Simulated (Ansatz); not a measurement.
La$_{2}$PBr$_{2}$ in space group P-3m1 (No. 164; La on 2d, P on 1a, Br on 2d), r²SCAN in the plane-wave PAW code Ansatz, all energies at zero smearing, with the estimated change up to a 700 eV cutoff added, with one set of potentials and settings (totals compare only within such a set). Cell of 5 atoms (2 La, 1 P, 2 Br): -18884.683 eV.

| element | reference phase | E (eV/atom) |
|---|---|---|
| La | P6_3/mmc, 4 atoms in the cell | -6264.6784 |
| P | Cmce, 4 atoms in the cell | -759.1646 |
| Br | Cmce, 4 atoms in the cell | -2792.8603 |

Formation energy per atom, worked out: (-18884.683 − 2×(-6264.6784) − 1×(-759.1646) − 2×(-2792.8603))/5 = -2.088 eV/atom (-201 kJ per mol of atoms), at 0 K, without zero-point energy or fitted corrections.

The workflow started from a Materials Project entry (that database holds measured and hypothetical structures alike); the Crystallography Open Database copy checked does not list it. Whether it is the stable phase at ambient conditions was not checked. The cell was relaxed with r²SCAN under the symmetry of its start; its stability against distortions is not shown here. A crystal of weakly bound layers computed without a dispersion correction: the cell and the soft elastic constants depend strongly on that. The references are the lowest solids computed at this level, not always the standard phases. Spin–orbit coupling is left out wherever it is not named.

Potentials: the later of the program's two PAW sets.
